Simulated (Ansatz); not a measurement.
## Ti: an elastic constant from a strain scan

Method: Ansatz, DFT PBEsol, scalar-relativistic, plane waves, PAW. Cutoff 420 eV, Γ-centred 20×20×20 k-points, Gaussian smearing of 0.15 eV. No spin polarisation. Energies are free energies at this smearing, counted from the undisturbed cell; pressure is positive in compression.

The undisturbed cell (as given, not relaxed at this level; it stands at -0.3 GPa; this fcc form isn't the usual structure):

```
Ti
1.0
     0.00000    2.03000    2.03000
     2.03000    0.00000    2.03000
     2.03000    2.03000    0.00000
Ti
1
Cartesian
  0.0000 0.0000 0.0000
```

The cell is strained by ε times the Voigt pattern (0, 0, 0, 0, 0, 1) (xx, yy, zz, yz, xz, xy; engineering shear) with fractional coordinates fixed. The cell holds 1 atom in V0 = 16.73 Å³. The stress column is τ = (1/V0) dE/dε, got from the stress tensor σ (compression positive) at each point as −det(1 + εP) σ : P(1 + εP)⁻¹, with P the pattern as a tensor.

| ε | ΔE (meV/atom) | τ (GPa) |
| --- | --- | --- |
| -0.0875 | 23.467 | -4.993 |
| -0.0750 | 17.367 | -4.348 |
| -0.0625 | 12.131 | -3.670 |
| -0.0500 | 7.799 | -2.964 |
| -0.0375 | 4.401 | -2.239 |
| -0.0250 | 1.961 | -1.499 |
| -0.0125 | 0.491 | -0.752 |
| 0.0000 | 0.000 | 0.000 |
| 0.0125 | 0.491 | 0.752 |
| 0.0250 | 1.961 | 1.499 |
| 0.0375 | 4.401 | 2.239 |
| 0.0500 | 7.799 | 2.964 |
| 0.0625 | 12.131 | 3.670 |
| 0.0750 | 17.367 | 4.348 |
| 0.0875 | 23.467 | 4.993 |
| 0.1000 | ? | ? |

Which combination of elastic constants does this scan measure, and how large is it?

For small ε, τ = τ0 + Kε with K = pᵀCp, which for this pattern is C44 in the cubic axes. The parabola through τ at ε = -0.0125, 0 and 0.0125 has slope K = 60 GPa at zero. The energies per cell, E = NΔE, of the same two points give K = 2[E(ε₊)/ε₊ − E(ε₋)/ε₋]/[(ε₊ − ε₋)V0] = 60 GPa, in agreement.

Predict the withheld row at ε = 0.1000 from the harmonic law, and compare.

ΔE = V0(τ0 ε + Kε²/2)/N = 31.396 meV/atom and τ = 6.01 GPa. The calculation gives 30.385 meV/atom and 5.60 GPa, a miss of 3.2 % of the harmonic energy, so the harmonic law still holds here.

In a metal these slopes depend on the k mesh and the smearing.